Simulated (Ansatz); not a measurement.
The start is a generated cell, Bi placed in the diamond structure type. Cell shape, volume and atoms are optimised at zero target pressure with r2SCAN (plane waves to 500 eV, PAW, scalar-relativistic; Ansatz, an electronic-structure program). The first steps use a coarse 9×9×9 k-mesh.

Initial structure:
```
Bi
1.0
    0.00000     3.25295     3.25295
    3.25295     0.00000     3.25295
    3.25295     3.25295     0.00000
Bi
2
Direct
  0.25000   0.25000   0.25000
  0.00000   0.00000   0.00000
```

Question: What pressure does the first self-consistent step give?

Answer: +20.3 GPa (positive: the cell is compressed).

Question: By how much does the energy per atom fall from start to end?

Answer: 0.62 eV/atom.

Question: How does the volume change?

Answer: +37.5 %, from 34.42 to 47.34 Å³/atom.

Question: How do the shortest distances between atoms change?

Answer: The closest pairs of elements (up to four, under 3.6 Å), start → end: Bi–Bi 2.82 → 3.13 Å.

Question: What band gap does the relaxed structure have at this level?

Answer: Zero (metallic).

Question: Give the final cell and atomic positions.

Answer: 
```cif
data_Bi8
_chemical_formula_sum 'Bi8'
_space_group_name_H-M_alt 'Fd-3m :1'
_space_group_IT_number 227
_space_group_name_Hall 'F 4d 2 3 -1d'
_cell_length_a 7.23503
_cell_length_b 7.23503
_cell_length_c 7.23503
_cell_angle_alpha 90.000
_cell_angle_beta 90.000
_cell_angle_gamma 90.000
loop_
_atom_site_label
_atom_site_type_symbol
_atom_site_symmetry_multiplicity
_atom_site_Wyckoff_symbol
_atom_site_fract_x
_atom_site_fract_y
_atom_site_fract_z
_atom_site_occupancy
Bi1 Bi 8 a 0.00000 0.00000 0.00000 1
```
(The calculation used a cell of 2 atoms; values per cell refer to that cell.)

The space group stays Fd-3m (No. 227) (the run could not lower it); the end is diamond type, with 2 atoms in the primitive cell. Final values are on a 11×11×11 k-mesh of the relaxed cell. No spin polarisation in the result.

The run could not lose the symmetry of its start: the end is stationary, and may be a saddle point rather than a minimum.

All atoms sit on sites fixed by symmetry, so only the cell could relax.

The relaxed structure here is a generated cell of Bi: the first start was made by placing the elements on the sites of a structure type, and the end was not matched to a known phase here, so it may be hypothetical. Known forms of Bi include space group No. 166.
